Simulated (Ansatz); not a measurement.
Relaxed-ion elastic tensor of CaO in space group P6_3/mmc (No. 194; Ca on 2d, O on 2c) in GPa (Voigt order), r²SCAN (plane waves, PAW; program Ansatz); density 2.84 g/cm³, 16.37 Å³ per atom.

```
 125  96.6  50.0   0.0   0.0   0.0
96.6   125  50.0   0.0   0.0   0.0
50.0  50.0   206   0.0   0.0   0.0
 0.0   0.0   0.0  63.7   0.0   0.0
 0.0   0.0   0.0   0.0  63.7   0.0
 0.0   0.0   0.0   0.0   0.0  14.0
```

### Question
Is the crystal mechanically stable?

### Answer
Yes: the smallest eigenvalue of C is 14.0 GPa.

### Question
Work out the Voigt, Reuss and Hill averages.

### Answer
K_V = 94.3, K_R = 93.7, K_H = 94.0; G_V = 45.6, G_R = 26.6, G_H = 36.1 GPa.

### Question
Give Young's modulus, Poisson's ratio, Pugh's ratio and the universal anisotropy index.

### Answer
E = 9KG/(3K + G) = 96.0 GPa; ν = 0.33; K/G = 2.60 (ductile by the Pugh limit of 1.75); A_U = 5G_V/G_R + K_V/K_R − 6 = 3.56.

### Question
Estimate the sound speeds and the Debye temperature.

### Answer
v_l = √((K + 4G/3)/ρ) = 7070 m/s, v_t = √(G/ρ) = 3560 m/s, mean 3990 m/s; Θ = (h/k)(3n/4πV)^(1/3) v_m = 468 K.

### Question
How much does each axis shrink under pressure?

### Answer
Linear compressibilities β_i = Σ_j S_ij (j = 1 to 3): x 3.8, y 3.8, z 3.0 per TPa.

The start of the workflow was typed in or built on a structure type; the Crystallography Open Database copy checked does not list it. It is not the phase usual at ambient conditions (space group No. 225). The cell was relaxed with r²SCAN under the symmetry of its start; its stability against distortions is not shown here.

Potentials: the later of the program's two PAW sets.
